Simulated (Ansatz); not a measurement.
Data:

Ru (hcp, Mg type)

```xyz
2
Lattice="2.7222 0.0000 0.0000 -1.3611 2.3575 0.0000 0.0000 0.0000 4.2908" Properties=species:S:1:pos:R:3 pbc="T T T"
Ru     0.0000     1.5716     3.2181
Ru     1.3611     0.7858     1.0727
```

This relaxed cell (volume V₀) is scaled evenly in all directions, its shape held. Symmetry pins the atoms to their sites.

Level of theory: PBE (plane waves to 420 eV, PAW, scalar-relativistic; Ansatz, an electronic-structure program). k mesh 20×20×11 (Γ-centred), Fermi-Dirac smearing 0.05 eV. E stands for the smeared free energy. Stress and pressure are positive under compression. With the shape held, the modulus is that of even scaling; a crystal free to change shape is softer. Ru is run without spin polarisation. Ru was relaxed with its symmetry unable to fall. ΔE is measured from the relaxed starting cell.

The scan covers V/V₀ from 0.840 to 1.160 in 13 points.

Task: What is the fitted pressure derivative B₀′?

Result: 4.8.

Task: What bulk modulus at fixed cell shape B₀ follows from a third-order Birch-Murnaghan fit?

Result: 311 GPa.

(A scan under strain: stresses follow from slopes of the energy per volume, elastic moduli from its curvatures.)
